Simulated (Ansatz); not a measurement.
**SiPd$_{2}$O$_{4}$: reading a single point**

```xyz
14
Lattice="0.0000 4.2007 4.2007 4.2007 0.0000 4.2007 4.2007 4.2007 0.0000" Properties=species:S:1:pos:R:3 pbc="T T T"
Pd    5.2509    5.2509    5.2509
Pd    5.2509    3.1505    3.1505
Pd    3.1505    3.1505    5.2509
Pd    3.1505    5.2509    3.1505
Si    0.0000    0.0000    0.0000
Si    2.1003    2.1003    2.1003
O     3.0984    3.0984    3.0984
O     7.4033    5.1988    5.1988
O     5.3029    5.3029    3.0984
O     5.1988    7.4033    5.1988
O     3.0984    5.3029    5.3029
O     7.4033    7.4033    7.4033
O     5.3029    3.0984    5.3029
O     5.1988    5.1988    7.4033
```

Level: r2SCAN, with U_eff = 3.23 eV on Pd d (all-electron-ortho-atomic projectors), no spin polarisation; 500 eV; 7×7×7 Γ-centred mesh; fermi-dirac occupations (width 0.1 eV); Ansatz 0.2.0, fixed geometry.

Problem. Which element gives electrons and which takes them?

Solution. Bader charges in e: Si +3.16, Pd +0.99, O -1.29. In the mean Si gives up most and O takes most.

Problem. Is the cell too large or too small?

Solution. The pressure is 6.0 GPa (compression positive), so with the atoms held at these fractions the cell would first expand; the forces are large, so a full relaxation may end otherwise.

Problem. Where is the largest force?

Solution. The largest is on O7 (and as large on other atoms): 3.20 eV/Å, components (-1.85, -1.85, -1.85). It makes 0° with the line to a nearest neighbour, Si6 at 1.73 Å, pointing towards it.

Problem. Metal or insulator?

Solution. It is a metal, with about 14 states/eV a cell as the mean within 0.25 eV of the Fermi level, mostly Pd d (58 %) and O p (34 %).

Origin: a known structure type with other elements, at an estimated volume, so it need not be a known compound. Caveats: many states at the Fermi level without spin polarisation, so a magnetic state may lie lower; the Fermi level lies in a narrow band between gaps, which spin or distortion may split; a Hubbard term without moments, so a magnetic state may lie lower; atoms or cell far from equilibrium.
